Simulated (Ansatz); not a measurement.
According to DFT-PBE in the program Ansatz with PAW potentials, SiGe in the orthorhombic phase (Pmma; Si on 2e, Ge on 2f) relaxes to a = 3.960 Å, b = 3.966 Å, c = 5.596 Å. Si has 4 nearest neighbours from 2.39 Å (tetrahedral); Ge has 4 nearest neighbours from 2.43 Å (tetrahedral). Against the elements it lies at 0.020 eV/atom, with no fitted shifts.

The Kohn–Sham gap is 0.27 eV (indirect). Gap from PBE with spin–orbit coupling: 0.23 eV. The electron mass is 0.064, 0.096, 0.21 mₑ (principal values). The hole mass is 0.052, 0.25, 2.0 mₑ (principal values).

The bulk modulus is 74.1 GPa.

The start of the workflow was typed in or built on a structure type; neither database checked (COD, Materials Project) lists it. Whether it is the stable phase at ambient conditions was not checked. The PBE relaxation kept the symmetry of its start; its stability against distortions is not shown here. The references are the lowest solids computed at this level, not always the standard phases. Spin–orbit coupling is left out wherever it is not named.

Potentials: the earlier of the program's two PAW sets.
